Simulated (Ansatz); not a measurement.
**LiIn: settings compared (Ansatz)**

Run with:

```bash
ansatz run input.yaml --threads 1 --pin off --max-ram 2560MiB --backend cpu --events-out ev --progress --plain --runs-dir out
```

The input file (Ansatz 0.2.0, plane waves):

```yaml
crystal:
  lattice:
    - [0.0, 3.411545, 3.411545]
    - [3.411545, 0.0, 3.411545]
    - [3.411545, 3.411545, 0.0]
  atoms:
    - { symbol: In, position: [0.0, 0.0, 0.0] }
    - { symbol: In, position: [0.25, 0.25, 0.25] }
    - { symbol: Li, position: [0.5, 0.5, 0.5] }
    - { symbol: Li, position: [0.75, 0.75, 0.75] }
  symmetry: { tolerance: 0.0003 }
kpoints:
  mp_grid: { grid: [5, 5, 5], shift: [0, 0, 0] }
magnetization:
  spin_polarized: false
scf:
  occupations: { method: fermi_dirac, width: 0.111 }
hamiltonian:
  pseudopotentials: { kind: paw }
  xc: r2scan
basis:
  ecutwfc: 500
output:
  forces: true
  stress: true
  eigenvalues: true
```

Origin of the cell: a database entry, scaled a little.

Output of this run (shortened):

```
Pseudopotentials: kind: paw
Pseudopotential: In, paw, valence charge 13, recommended cutoff 500 eV (meta_gga), In.paw.azcp
Pseudopotential: Li, paw, valence charge 3, recommended cutoff 500 eV (meta_gga), Li.paw.azcp
Functional definition: r2SCAN
  exchange = r2scan_x(k0 = k0, k1 = k1, a1 = a1)
  correlation = r2scan_c
Crystal: 4 atoms, lattice volume = 79.411 Å³
Basis set: ecut = 500 eV, 1989 PW (Γ), exchange–correlation on 144×144×144 points (64 copies of the dense FFT grid, shifted against one another)
Bands: 20, of which v1, the nominal top of the filled ones, is band 16 counted from 1 (15 counted from 0)
Symmetry: 48 space group operations
Space group: Fd-3m (ITA 227), of the structure as read, at distance tolerance 1.3e-3 Å
[… 6 lines left out …]
Initial density: superposition of atomic densities (neutral atoms: chi_scale 0, normalization atom), corrected by the library's trained network
Functional: x = r2scan, c = r2scan; τ floored in thin density (d = 2e-4 eV/Å³)
SCF iter   1: F=—  HF=-11635.204362 eV  Δρ=6.64e-3  dr2=2.57e-2  dr2_τ=1.26e-2
SCF iter   2: F=—  HF=-11635.245778 eV  Δρ=1.49e-3  dr2=1.59e-3  dr2_τ=1.23e-4
SCF iter   3: F=—  HF=-11635.247312 eV  Δρ=8.14e-4  dr2=3.94e-4  dr2_τ=1.16e-5
SCF iter   4: F=—  HF=-11635.247705 eV  Δρ=4.98e-5  dr2=2.52e-6  dr2_τ=8.13e-8
SCF iter   5: F=—  HF=-11635.247720 eV  Δρ=1.51e-5  dr2=3.10e-7  dr2_τ=3.92e-9
SCF iter   6: F=-11635.247720 eV  HF=-11635.247720 eV  Δρ=3.26e-6  dr2=7.32e-9  dr2_τ=1.17e-10
SCF 1 converged in 6 iterations: F = -11635.247720 eV  dr2 = 7.32e-9
SCF converged after 6 iterations
Free energy (F): -11635.247720 eV
Harris-Foulkes:  -11635.247720 eV  (|F-HF|=3.84e-8)
Internal energy: -11635.215480 eV  (E = F + TS)
E sigma→0 (E₀):  -11635.231600 eV
Entropy (-TS):   -0.032240 eV (-8.060 meV/atom)
Fermi energy:    8.323416 eV
--- Per-component energies (eV) ---
  E_band       = -276.918118
  E_kinetic    = 530.508736
  E_local      = -2738.588421  (includes V_loc(G=0)·N_el)
  E_nonlocal   = 666.133907
  E_hartree    = 1074.432797
  E_xc         = -423.430651
  E_vxc        = -245.096833  (∫ρ·V_xc dr)
  E_paw        = -8411.223866  (= ΣΔE_a)
  E_vpaw       = -656.017940  (= ΣTr[D̂ρ^β])
  E_aug_tail   = -0.000206  (compensation charges beyond the density's cutoff)
  E_vtau       = 17.278481  (kinetic-family band-sum trace: ∫τ·v_τ [+ j·A + Jᵃ·Aᵃ] dr)
  E_ewald      = -2334.978868
  E_core_change = 1.931092  (= ΣΔE_core)
  E_smearing   = -0.032240  (= −TS)
  Σ components = -11635.247720   (vs F -11635.247720, Δ=0.00e0)
--- Forces (eV/Å), atoms counted from 1 ---
  atom   1  In     0.000000     0.000000    -0.000000
  atom   2  In     0.000000     0.000000     0.000000
  atom   3  Li    -0.000000     0.000000     0.000000
  atom   4  Li     0.000000     0.000000    -0.000000
  max |Σ_I F_I| component: 5.32e-17 eV/Å
--- Stress (GPa, compression-positive) ---
       -0.234285      -0.000000       0.000000
       -0.000000      -0.234285       0.000000
        0.000000       0.000000      -0.234285
  P = ⅓ Tr σ = -0.2343 GPa (-2.343 kbar)
```

The same input was run again with these changes:

1. `scf.occupations.method` fermi_dirac → gaussian; `scf.occupations.width` 0.111 → 0.3
2. `basis.ecutrho_ratio` default → 8; `crystal.symmetry` { tolerance: 0.0003 } → { detect: false }
3. `basis.xc_grid` default → 4
4. `scf.algorithm` default → direct_min

```
 run        end  SCF iterations  P (GPa)  max force component (eV/Å)  gap on mesh (eV)  moment (μB)  ΔE(σ→0) (meV/atom)
base  converged               6    -0.23                       0.000              none            –                   0
   1  converged               6    -0.21                       0.000                 –            –                0.14
   2  converged               6    -0.23                       0.000              none            –               -0.05
   3  converged               6    -0.23                       0.000              none            –                0.00
   4  converged               4    -0.23                       0.000              none            –                0.00
```

Energies are compared only where functional, datasets, charge and starting cell are the same.

Caveats of the base run: the k mesh is coarse if the cell is a metal.

Run 1: wide smearing.

The base run ran for 4.2 s on 1 thread of Intel(R) Xeon(R) Platinum 8259CL CPU @ 2.50GHz (Skylake/Cascade Lake) (shared host), peak memory 0.58 GiB, from the program's own first density.
